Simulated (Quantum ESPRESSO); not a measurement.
## One change at a time to Ag2Ir2Li3Pt

These are calculations, not measurements. They come from Quantum ESPRESSO 7.5, a public plane-wave density functional program. Each row is one single-point run on a made-up periodic cell of eight metal atoms, with elements, volume, strain and displacements drawn at random and not relaxed, so a cell may be unstable or far from any real phase. There is no spin polarisation or spin-orbit coupling.

Settings: PBE unless stated; PseudoDojo standard norm-conserving files; Fermi-Dirac width 0.25 eV, which means electrons at about 2900 K; cutoff 1143 eV; 8 x 4 x 4 k mesh shifted half a step off Gamma. E is the free energy of the whole cell (internal energy minus TS), so a -TS column is already part of it. Stress is positive in tension, and the pressure P is minus a third of its trace.

Checks: one run of this series was repeated at a higher cutoff and on a denser mesh, which moved values by no more than 0.004 eV, 0.06 GPa and 0.014 eV/Å, and a second program with other atomic files agreed on it to 2 % rms in force and 0.5 GPa in pressure. Known limits: heavy elements are run without spin-orbit coupling, which real alloys of them have; a spin test at this wide smearing found no moment, but such smearing suppresses magnetism that the real alloy may have.

The lattice is face-centred cubic, and the cell vectors in Å are (-0.036, 1.959, 2.010); (-4.008, 4.045, -4.074); (-4.057, -3.998, 4.170), a volume of 130.31 Å³ in run 1. The elements on sites 1 to 8 are Li Ir Ag Li Li Pt Ag Ir. Each later run makes one change to run 1 and keeps the rest. E is counted from run 1, and is n/a where other atomic files have another zero of energy.

```
run,change,V (Å³),P (GPa),-TS (eV),rms force (eV/Å),largest change of a force component (eV/Å),E (eV)
1,none,130.31,-6.82,-1.142,0.793,0.000,0.000
2,sites 2 and 7 exchanged,130.31,-6.09,-1.186,0.306,1.896,0.256
3,all lengths scaled by +1.00 %,134.26,-9.08,-1.177,0.751,0.161,0.196
4,Al on site 4,130.31,-7.17,-1.088,0.889,0.718,n/a
5,site 4 moved by -0.08 Å along y,130.31,-6.74,-1.137,0.789,0.136,?
```

## Worked estimate

Along the move dE = -F dx. The force on site 4 along y is -0.507 eV/Å in run 1 and -0.371 eV/Å in run 5, and the move is -0.08 Å, so the mean force times the move gives an estimate.

## Withheld value

Question: what E should run 5 give?

The estimate is -0.035 eV. The calculation gave -0.035 eV.
